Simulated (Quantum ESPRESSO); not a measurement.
# Sn2ScZr2HfAg2: one run as intended and one with a planted mistake

Simulated, not a measurement. The program is pw.x of Quantum ESPRESSO 7.5 (plane-wave density functional theory). The cell is made up: eight metal atoms on a hexagonal close-packed lattice, with elements, volume, strain and displacements drawn at random and not relaxed, so it may be unstable or far from any real phase. PseudoDojo standard norm-conserving files set the functional (PBE unless stated); there is no spin polarisation or spin-orbit coupling, the Fermi-Dirac width of 0.25 eV means electrons at about 2900 K, and the masses in the input are unused placeholders. The tin pseudopotential is less sure than most, with forces differing by about three percent from a second method on plain tin. Heavy elements are run without spin-orbit coupling, which real alloys of them have. A spin test at this wide smearing found no moment, but such smearing suppresses magnetism that the real alloy may have.

Intended input:

```
&control calculation='scf', pseudo_dir='./dojo.nc.sr.pbe.v0_5.standard.upf', outdir='./o', disk_io='minimal', tprnfor=.true., tstress=.true. /
&system ibrav=0, nat=8, ntyp=5, nbnd=71, ecutwfc=82.02448710, nosym=.true., tot_charge=0,
 occupations='smearing', smearing='fd', degauss=0.0183746611
/
&electrons conv_thr=1.470e-08, electron_maxstep=70, mixing_beta=0.5 /
ATOMIC_SPECIES
Ag 1.0 Ag.upf
Hf 1.0 Hf.upf
Sc 1.0 Sc.upf
Sn 1.0 Sn.upf
Zr 1.0 Zr.upf
CELL_PARAMETERS angstrom
3.2775 -0.0268 5.2522
3.1677 -0.0312 -5.1823
-3.2728 5.6544 -0.0325
ATOMIC_POSITIONS angstrom
Sn 0.1197 -0.0271 -0.1092
Sn -1.6457 2.7559 -0.0744
Sc 3.088 1.8373 -2.5993
Zr 1.5288 4.7445 -2.5055
Hf 3.2067 0.0169 -0.0595
Zr 1.7168 2.8356 -0.0867
Ag 3.2319 1.8989 2.6109
Ag 1.6378 4.6666 2.7063
K_POINTS automatic
5 5 4 1 1 1
```

The log is shortened where brackets say so; the opening notice, blank lines, dates and the lines on written files are dropped, and the path of the files is cut. It prints rydbergs, bohrs and kilobars, and counts compression as positive stress. Its total energy is the free energy E - TS of the whole cell.

Log of the intended run:

```
     Program PWSCF v.7.5
     Parallel version (MPI & OpenMP), running on       4 processor cores
     Number of MPI processes:                 4
     Threads/MPI process:                     1
     [start-up lines left out]
     bravais-lattice index     =            0
     lattice parameter (alat)  =      11.6993  a.u.
     unit-cell volume          =    1276.2727 (a.u.)^3
     number of atoms/cell      =            8
     number of atomic types    =            5
     number of electrons       =       113.00
     number of Kohn-Sham states=           71
     kinetic-energy cutoff     =      82.0245  Ry
     charge density cutoff     =     328.0979  Ry
     scf convergence threshold =      1.5E-08
     mixing beta               =       0.5000
     number of iterations used =            8  plain     mixing
     Exchange-correlation= PBE
                           (   1   4   3   4   0   0   0)
     [axes and pseudopotential details left out]
   Cartesian axes
     site n.     atom                  positions (alat units)
         1        Sn     tau(   1) = (   0.0193346  -0.0043773  -0.0176385  )
         2        Sn     tau(   2) = (  -0.2658219   0.4451471  -0.0120175  )
         3        Sc     tau(   3) = (   0.4987896   0.2967701  -0.4198522  )
         4        Zr     tau(   4) = (   0.2469396   0.7663559  -0.4047012  )
         5        Hf     tau(   5) = (   0.5179626   0.0027298  -0.0096107  )
         6        Zr     tau(   6) = (   0.2773063   0.4580206  -0.0140042  )
         7        Ag     tau(   7) = (   0.5220330   0.3067200   0.4217259  )
         8        Ag     tau(   8) = (   0.2645458   0.7537731   0.4371354  )
     number of k points=    50  Fermi-Dirac smearing, width (Ry)=  0.0184
                       cart. coord. in units 2pi/alat
        k(    1) = (   0.1943789   0.2493574  -0.0021506), wk =   0.0400000
        k(    2) = (   0.1968565   0.5245151  -0.0022927), wk =   0.0400000
     [further k points left out]
     Dense  grid:   128127 G-vectors     FFT dimensions: (  72,  72,  72)
     Estimated max dynamical RAM per process >     463.91 MB
     Estimated total dynamical RAM >       1.72 GB
     Initial potential from superposition of free atoms
     starting charge     112.9868, renormalised to     113.0000
     Starting wfcs are   78 randomized atomic wfcs
     total cpu time spent up to now is        5.8 secs
     per-process dynamical memory:   351.7 Mb
     Self-consistent Calculation
     iteration #  1     ecut=    82.02 Ry     beta= 0.50
     Davidson diagonalization with overlap
     ethr =  1.00E-02,  avg # of iterations =  2.4
     Threshold (ethr) on eigenvalues was too large:
     Diagonalizing with lowered threshold
     Davidson diagonalization with overlap
     ethr =  9.61E-04,  avg # of iterations =  2.9
     total cpu time spent up to now is       27.2 secs
     total energy              =   -1346.96126137 Ry
     estimated scf accuracy    <       1.14502657 Ry
     iteration #  2     ecut=    82.02 Ry     beta= 0.50
     Davidson diagonalization with overlap
     ethr =  1.01E-03,  avg # of iterations =  5.1
     total cpu time spent up to now is       40.7 secs
     total energy              =   -1347.27697093 Ry
     estimated scf accuracy    <       1.97989343 Ry
     [iterations 3 to 12 left out]
     iteration # 13     ecut=    82.02 Ry     beta= 0.50
     Davidson diagonalization with overlap
     ethr =  1.33E-10,  avg # of iterations =  2.0
     total cpu time spent up to now is      169.0 secs
     total energy              =   -1347.53269928 Ry
     estimated scf accuracy    <       0.00000002 Ry
     iteration # 14     ecut=    82.02 Ry     beta= 0.50
     Davidson diagonalization with overlap
     ethr =  1.47E-11,  avg # of iterations =  5.0
     total cpu time spent up to now is      181.3 secs
     End of self-consistent calculation
     [lines on levels left out]
!    total energy              =   -1347.53269928 Ry
     estimated scf accuracy    <          2.4E-09 Ry
     smearing contrib. (-TS)   =      -0.09736932 Ry
     internal energy E=F+TS    =   -1347.43532996 Ry
     The total energy is F=E-TS. E is the sum of the following terms:
     one-electron contribution =    -536.98672146 Ry
     hartree contribution      =     318.78864857 Ry
     xc contribution           =    -265.27547048 Ry
     ewald contribution        =    -863.96178658 Ry
     convergence has been achieved in  14 iterations
     Forces acting on atoms (cartesian axes, Ry/au):
     atom    1 type  4   force =    -0.01265926    0.00853072    0.00623269
     atom    2 type  4   force =     0.01933307    0.00744256    0.00511791
     atom    3 type  3   force =     0.00561005   -0.00255847   -0.01324481
     atom    4 type  5   force =    -0.00255245   -0.01183512   -0.02906582
     atom    5 type  2   force =     0.01961188   -0.01195885    0.02664483
     atom    6 type  5   force =    -0.02418184    0.01277986    0.02622868
     atom    7 type  1   force =    -0.00263024   -0.00080179   -0.00475135
     atom    8 type  1   force =    -0.00253120   -0.00159891   -0.01716213
     Total force =     0.070280     Total SCF correction =     0.000089
     Computing stress (Cartesian axis) and pressure
          total   stress  (Ry/bohr**3)                   (kbar)     P=      -58.93
  -0.00045810  -0.00007916  -0.00003702          -67.39      -11.64       -5.45
  -0.00007916  -0.00043168   0.00001186          -11.64      -63.50        1.75
  -0.00003702   0.00001186  -0.00031203           -5.45        1.75      -45.90
     init_run     :      5.47s CPU      5.67s WALL (       1 calls)
     electrons    :    173.70s CPU    175.55s WALL (       1 calls)
     forces       :      1.74s CPU      1.76s WALL (       1 calls)
     stress       :      6.04s CPU      6.17s WALL (       1 calls)
     [timing details left out]
     PWSCF        :   3m 7.07s CPU   3m 9.28s WALL
     JOB DONE.
```

A second run has one planted mistake: one coordinate of one atom is wrong. The input lines that differ:

```
- Sn -1.6457 2.7559 -0.0744
+ Sn -1.6457 2.7559 -0.2544
```

Its log:

```
     Program PWSCF v.7.5
     Parallel version (MPI & OpenMP), running on       4 processor cores
     Number of MPI processes:                 4
     Threads/MPI process:                     1
     [start-up lines left out]
     bravais-lattice index     =            0
     lattice parameter (alat)  =      11.6993  a.u.
     unit-cell volume          =    1276.2727 (a.u.)^3
     number of atoms/cell      =            8
     number of atomic types    =            5
     number of electrons       =       113.00
     number of Kohn-Sham states=           71
     kinetic-energy cutoff     =      82.0245  Ry
     charge density cutoff     =     328.0979  Ry
     scf convergence threshold =      1.5E-08
     mixing beta               =       0.5000
     number of iterations used =            8  plain     mixing
     Exchange-correlation= PBE
                           (   1   4   3   4   0   0   0)
     [axes and pseudopotential details left out]
   Cartesian axes
     site n.     atom                  positions (alat units)
         1        Sn     tau(   1) = (   0.0193346  -0.0043773  -0.0176385  )
         2        Sn     tau(   2) = (  -0.2658219   0.4451471  -0.0410920  )
         3        Sc     tau(   3) = (   0.4987896   0.2967701  -0.4198522  )
         4        Zr     tau(   4) = (   0.2469396   0.7663559  -0.4047012  )
         5        Hf     tau(   5) = (   0.5179626   0.0027298  -0.0096107  )
         6        Zr     tau(   6) = (   0.2773063   0.4580206  -0.0140042  )
         7        Ag     tau(   7) = (   0.5220330   0.3067200   0.4217259  )
         8        Ag     tau(   8) = (   0.2645458   0.7537731   0.4371354  )
     number of k points=    50  Fermi-Dirac smearing, width (Ry)=  0.0184
                       cart. coord. in units 2pi/alat
        k(    1) = (   0.1943789   0.2493574  -0.0021506), wk =   0.0400000
        k(    2) = (   0.1968565   0.5245151  -0.0022927), wk =   0.0400000
     [further k points left out]
     Dense  grid:   128127 G-vectors     FFT dimensions: (  72,  72,  72)
     Estimated max dynamical RAM per process >     463.91 MB
     Estimated total dynamical RAM >       1.72 GB
     Initial potential from superposition of free atoms
     starting charge     112.9868, renormalised to     113.0000
     Starting wfcs are   78 randomized atomic wfcs
     total cpu time spent up to now is        5.9 secs
     per-process dynamical memory:   351.7 Mb
     Self-consistent Calculation
     iteration #  1     ecut=    82.02 Ry     beta= 0.50
     Davidson diagonalization with overlap
     ethr =  1.00E-02,  avg # of iterations =  2.4
     Threshold (ethr) on eigenvalues was too large:
     Diagonalizing with lowered threshold
     Davidson diagonalization with overlap
     ethr =  9.67E-04,  avg # of iterations =  2.8
     total cpu time spent up to now is       27.7 secs
     total energy              =   -1346.95281042 Ry
     estimated scf accuracy    <       1.15297571 Ry
     iteration #  2     ecut=    82.02 Ry     beta= 0.50
     Davidson diagonalization with overlap
     ethr =  1.02E-03,  avg # of iterations =  5.2
     total cpu time spent up to now is       41.3 secs
     total energy              =   -1347.27071745 Ry
     estimated scf accuracy    <       1.98413587 Ry
     [iterations 3 to 12 left out]
     iteration # 13     ecut=    82.02 Ry     beta= 0.50
     Davidson diagonalization with overlap
     ethr =  1.04E-10,  avg # of iterations =  4.5
     total cpu time spent up to now is      167.2 secs
     total energy              =   -1347.52749222 Ry
     estimated scf accuracy    <       0.00000002 Ry
     iteration # 14     ecut=    82.02 Ry     beta= 0.50
     Davidson diagonalization with overlap
     ethr =  1.39E-11,  avg # of iterations =  3.9
     total cpu time spent up to now is      178.8 secs
     End of self-consistent calculation
     [lines on levels left out]
!    total energy              =   -1347.52749222 Ry
     estimated scf accuracy    <          1.3E-09 Ry
     smearing contrib. (-TS)   =      -0.09781801 Ry
     internal energy E=F+TS    =   -1347.42967422 Ry
     The total energy is F=E-TS. E is the sum of the following terms:
     one-electron contribution =    -540.53429113 Ry
     hartree contribution      =     320.53493681 Ry
     xc contribution           =    -265.28157770 Ry
     ewald contribution        =    -862.14874220 Ry
     convergence has been achieved in  14 iterations
     Forces acting on atoms (cartesian axes, Ry/au):
     atom    1 type  4   force =    -0.01190841    0.00882850    0.00883212
     atom    2 type  4   force =     0.02512130    0.00795824    0.02578450
     atom    3 type  3   force =    -0.00289684   -0.00420934   -0.02361870
     atom    4 type  5   force =    -0.00306497   -0.01218542   -0.03004867
     atom    5 type  2   force =     0.01954479   -0.01242420    0.02660406
     atom    6 type  5   force =    -0.02415214    0.01274154    0.02476417
     atom    7 type  1   force =     0.00051020   -0.00203733   -0.01071481
     atom    8 type  1   force =    -0.00315394    0.00132801   -0.02160267
     Total force =     0.080638     Total SCF correction =     0.000127
     Computing stress (Cartesian axis) and pressure
          total   stress  (Ry/bohr**3)                   (kbar)     P=      -57.39
  -0.00044684  -0.00007499  -0.00004121          -65.73      -11.03       -6.06
  -0.00007499  -0.00042309   0.00001617          -11.03      -62.24        2.38
  -0.00004121   0.00001617  -0.00030045           -6.06        2.38      -44.20
     init_run     :      5.58s CPU      5.83s WALL (       1 calls)
     electrons    :    170.83s CPU    172.90s WALL (       1 calls)
     forces       :      1.71s CPU      1.72s WALL (       1 calls)
     stress       :      6.09s CPU      6.10s WALL (       1 calls)
     [timing details left out]
     PWSCF        :   3m 4.32s CPU   3m 6.67s WALL
     JOB DONE.
```

|  | intended run | run with the mistake |
| --- | --- | --- |
| free energy (eV) | -18334.116 | -18334.046 |
| entropy term -TS, part of it (eV) | -1.325 | -1.331 |
| pressure (GPa) | -5.89 | -5.74 |
| size of the largest force component (eV/Å) | 0.747 | 0.773 |
| largest change of a force component (eV/Å) |  | 0.531 |
| iterations | 14 | 14 |

For scale, a rerun of the intended cell at a higher cutoff and on a denser mesh moved values by no more than 0.002 eV in energy, 0.14 GPa in stress and 0.008 eV/Å in force, and a second program with other atomic files agreed on that cell to 2 % rms in force and 0.5 GPa in pressure.